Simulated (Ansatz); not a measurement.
A geometry of Ru away from equilibrium: step 2 of the relaxation of a relaxed Ru cell, doubled along one cell vector, shaken by Gaussian noise of σ = 0.08 Å a coordinate. Calculation: r2SCAN (plane waves to 500 eV, PAW, scalar-relativistic; Ansatz, an electronic-structure program). Γ-centred k-mesh 5×10×5 on the run's cell (coarser than for final values), Fermi–Dirac smearing 0.05 eV.

```
Ru
1.0
    7.47193     0.02270     0.06398
   -1.85815     3.22455    -0.00705
    0.05772     0.01864     6.62502
Ru
8
Direct
  0.15889   0.64919   0.06604
  0.66392   0.64880   0.07303
  0.33776   0.34148   0.56711
  0.83837   0.34215   0.57150
  0.33963   0.33971   0.92640
  0.84126   0.32444   0.93187
  0.16883   0.67564   0.43443
  0.66935   0.67066   0.43902
```

Task: Which atoms carry the largest force, and which way does it point?

Result: 1.21 eV/Å, on Ru1 (atoms numbered as listed); on Ru1 its components are (0.81, 0.89, -0.11).

Task: What is the pressure?

Result: -1.5 GPa, compression positive.

Task: How much energy per atom can still be gained by relaxing?

Result: about 1.2 eV/atom; the path ends in P6₃/mmc (No. 194) (hcp (Mg type)).

No spin polarisation in the result.

Of the parent cell (P6₃/mmc (No. 194)): it is a generated cell of Ru: the first start was made by placing the elements on the sites of a structure type, and the end was not matched to a known phase here, so it may be hypothetical. A known form of Ru has the same space group but another cell.
